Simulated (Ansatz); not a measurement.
IrW (rock salt, space group No. 225) at seven volumes, PBE in the plane-wave PAW code Ansatz, scaled uniformly. One row is withheld.

```tsv
V (Å³/atom)	P (GPa)
16.008	28.59
16.536	?
17.064	8.01
17.592	0.00
18.119	-6.79
18.647	-12.55
19.175	-17.41
```

Q: Fit the shown pressures and predict the withheld one.

A: Third-order Birch–Murnaghan: P = (3/2)B₀(x^(7/2) − x^(5/2))[1 + (3/4)(B′ − 4)(x − 1)] with x = (V₀/V)^(2/3). Least squares on the six rows gives V₀ = 17.592 Å³/atom, B₀ = 245.2 GPa, B′ = 4.48. At V = 16.536, x = 1.0421 and P = 17.44 GPa. The run itself gave 17.46 GPa.

Space group Fm-3m (rock salt). The start of the workflow was typed in or built on a structure type; neither database checked (COD, Materials Project) lists it. COD files the formula under space group No. 51. Its standing as an ambient phase is unchecked. The cell was relaxed with PBE under the symmetry of its start; whether a distortion lowers the energy is not shown. No spin polarisation was allowed. The volume moved by 18 % from the start of the relaxation. Its formation energy is positive at this level, so the cell may be metastable or incomplete. Scalar-relativistic: spin–orbit coupling is off unless named, which matters more the heavier the elements.

Potentials: the later of the program's two PAW sets.
